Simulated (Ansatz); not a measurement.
F in its lowest state found on the top face of a (001) slab of TiAl (P4/mmm (No. 123)), 4 planes, outer planes Ti (top) and Al (bottom); 1 a cell of 7.81 Å², its atoms last:

```
CELL_PARAMETERS angstrom
2.79516 0.00000 0.00000
0.00000 2.79516 0.00000
0.00000 0.00000 25.05811
ATOMIC_POSITIONS crystal
Al 0.50000 0.50000 0.33921
Ti 0.00000 0.00000 0.41980
Al 0.50000 0.50000 0.49962
Ti 0.00000 0.00000 0.57729
F 0.00000 0.50000 0.63260
```

Method: DFT PBEsol, scalar-relativistic, plane waves, PAW in Ansatz. Plane waves to 420 eV, a k mesh through Γ of 10×10×1 on the computed 5-atom cell and Gaussian smearing (0.10 eV); no spin polarisation. The cell repeats along c with a dipole correction in the vacuum.

The clean top face has a work function of 4.60 eV. Adsorption changes the slab's dipole along +c by Δp = -0.0407 e·Å a cell (-0.20 D an adsorbate).

Problem. What change of work function does the Helmholtz equation give?

Solution. A sheet of dipoles makes a step in an electron's potential energy of −e·Δp/(ε0·A), and e/ε0 = 180.95 eV·Å for Δp in e·Å: −180.95 × (-0.0407)/7.81 = +0.94 eV. This is the change of φ(top) − φ(bottom). If the bottom face is unmoved, φ(top) becomes 5.54 eV.

Problem. How does that compare with the calculation?

Solution. φ(top) changes by +0.92 eV and φ(bottom) by -0.03 eV, so their difference changes by +0.95 eV. The bottom face hardly moves.

Problem. What does the sign say about the electrons?

Solution. The change of dipole points into the surface (negative end outward), so the work function rises. Electrons gather on the vacuum side. Δp also holds the adsorbate's own dipole and the moves of the surface atoms, so it isn't a charge transfer alone.

Spin polarisation was left out, and a magnetic state may lie lower.